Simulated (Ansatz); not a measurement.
This run works on a generated trial structure, not on a known crystal.

Input and command of a plane-wave DFT calculation in Ansatz:

```yaml
crystal:
  lattice:
    - [5.1723155276, 0.0, 0.0]
    - [-2.5861577638, 4.4793566433, 0.0]
    - [0.0, 0.0, 3.271090701]
  atoms:
    - { symbol: Sm, position: [0.3333333333, 0.6666666667, 0.5] }
    - { symbol: Sm, position: [0.6666666667, 0.3333333333, 0.5] }
    - { symbol: F, position: [0.0, 0.0, 0.5] }
basis:
  ecutwfc: 690
kpoints:
  mp_grid: { grid: [12, 12, 14] }
hamiltonian:
  xc: pbe
  pseudopotentials:
    kind: paw
    azcp: { Sm: "pseudopotentials/pbe/nc/lanthanide_3plus/Sm.nc.azcp" }
scf:
  occupations: { method: gaussian, width: 0.1 }
output:
  forces: true
  stress: true
  eigenvalues: true
relax:
  adjacent_minimum: "off"
  f_tol: 0.01
  max_steps: 80
  cell: { stress_tol: 0.05 }
```

```bash
ansatz run input.yaml --threads 1 --pin off --max-ram 2560MiB --backend cpu --events-out ev --progress --plain --runs-dir out
```

Processor: AMD EPYC (Zen 3), 1 thread, on a host shared with other jobs.

How long does it run, and how much memory does it take?

About 5.8 min, peak memory 0.65 GiB. It solves 19 bands at 152 k points (after reduction by symmetry) with about 3171 plane waves (on the last cell), in 38 SCF iterations over 5 ionic steps.

With its 4f electrons in the core of a norm-conserving potential, the lanthanide is trivalent by construction, without f bands, f moments or other valences.
